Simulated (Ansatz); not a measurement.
Here is the system:

MgS:
Space group Fm-3m (No. 225); a = b = c = 5.129 Å, α = β = γ = 90.00°

```csv
atom,site,symmetry,x,y,z
S,4a,m-3m,0.0000,0.0000,0.0000
Mg,4b,m-3m,0.5000,0.5000,0.5000
```
(The calculation used a cell of 2 atoms; values per cell refer to that cell.)

This is the LDA-relaxed structure.

### Question
All from DFT-LDA in the program Ansatz with PAW potentials, unless another level is named. Give the zero-point energy.

### Answer
42.9 meV/atom.

### Question
Next, the Hill bulk and shear moduli?

### Answer
83.3 and 58.3 GPa.

### Question
And the highest zone-centre frequency (without LO–TO term)?

### Answer
252 cm^-1.

### Question
Next, the elastic constants (relaxed ions, GPa)?

### Answer
C11 = 164, C12 = 43.0, C44 = 57.0.

The LDA relaxation kept the symmetry of its start; phonons on a q-mesh show no instability.

Potentials: the later of the program's two PAW sets.
